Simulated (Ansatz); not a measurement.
Input:

YCu:
```yaml
crystal:
  lattice:
    - [3.42446, 0.00000, 0.00000]
    - [0.00000, 3.42446, 0.00000]
    - [0.00000, 0.00000, 3.42446]
  atoms:
    - { symbol: Y, position: [0.00000, 0.00000, 0.00000] }
    - { symbol: Cu, position: [0.50000, 0.50000, 0.50000] }
```

This is the PBEsol-relaxed structure.

All from plane-wave PAW PBEsol (Ansatz code), unless another level is named. Estimate the Debye temperature from the elastic constants.

300 K.

And the elastic constants (relaxed ions, GPa)?

C11 = 125, C12 = 54.8, C44 = 40.0.

Space group Pm-3m (CsCl type). The first step of the workflow began from a Materials Project structure, measured or hypothetical; the Crystallography Open Database copy checked does not list it. With Y and Cu taken as one species the cell has the higher symmetry Im-3m, so it may be an ordered model of a mixed-site phase. Whether it is the stable phase at ambient conditions was not checked. The PBEsol relaxation kept the symmetry of its start; of distortions, only those at the zone centre were tested. The run is not spin-polarised. As this level gives no gap, shear constants depend on the k-mesh and smearing (Fermi–Dirac, 0.1 eV here).

Potentials: the later of the program's two PAW sets.
